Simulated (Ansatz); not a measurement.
ZnCu (CsCl type, Pm-3m) at seven volumes, DFT-LDA in the program Ansatz with PAW potentials, scaled uniformly. One row is withheld.

```
V (Å³/atom)  P (GPa)
-----------  -------
10.750         18.41
11.104         11.15
11.459          5.08
11.813          0.00
12.168             ?
12.522         -7.80
12.876        -10.76
```

**Question.** Fit the shown pressures and predict the withheld one.

**Answer.** P = (3/2)B₀(x^(7/2) − x^(5/2))[1 + (3/4)(B′ − 4)(x − 1)] with x = (V₀/V)^(2/3). Least squares on the six rows gives V₀ = 11.813 Å³/atom, B₀ = 155 GPa, B′ = 4.94. At V = 12.168, x = 0.9805 and P = -4.27 GPa. The run itself gave -4.25 GPa.

The cell was relaxed with LDA under the symmetry of its start; of distortions, only those at the zone centre were tested. The run is not spin-polarised.

Potentials: the later of the program's two PAW sets.
